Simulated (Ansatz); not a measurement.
AlP in space group P6_222 (No. 180; Al on 3d, P on 3c), DFT-PBE in the program Ansatz with PAW potentials. The conduction-band minimum lies at M, with 3 equivalent valleys. Second derivatives d²E/dk² of the lowest band at one valley (eV·Å²), along Cartesian directions:

```json
[
 {"direction": "[100]", "d²E/dk²": "5.483"},
 {"direction": "[010]", "d²E/dk²": "18.60"},
 {"direction": "[001]", "d²E/dk²": "51.73"},
 {"direction": "[110]", "d²E/dk²": "12.02"},
 {"direction": "[101]", "d²E/dk²": "28.60"},
 {"direction": "[011]", "d²E/dk²": "35.15"}
]
```

Q: Find the principal effective masses, the density-of-states mass and the conductivity mass.

A: Off-diagonal terms follow from H_xy = H[110] − (H_xx + H_yy)/2, and m*/mₑ = 7.620 eV·Å² over each eigenvalue: 0.15, 0.41, 1.4. One valley's DOS mass (m₁m₂m₃)^(1/3) = 0.44, conductivity mass 3/(Σ 1/mᵢ) = 0.30 mₑ.

Q: What effective density of states Nc follows at 300 K for parabolic valleys?

A: Nc = 2.509e19 × 3 × (0.44)^(3/2) ≈ 2.2e19 cm⁻³.

The start of the workflow was typed in or built on a structure type; neither database checked (COD, Materials Project) lists it. It is not the phase usual at ambient conditions (space group No. 216). The PBE relaxation kept the symmetry of its start; whether a distortion lowers the energy is not shown.

Potentials: the earlier of the program's two PAW sets.

Edges and masses are those of Kohn–Sham bands, whose gap is no quasiparticle gap.
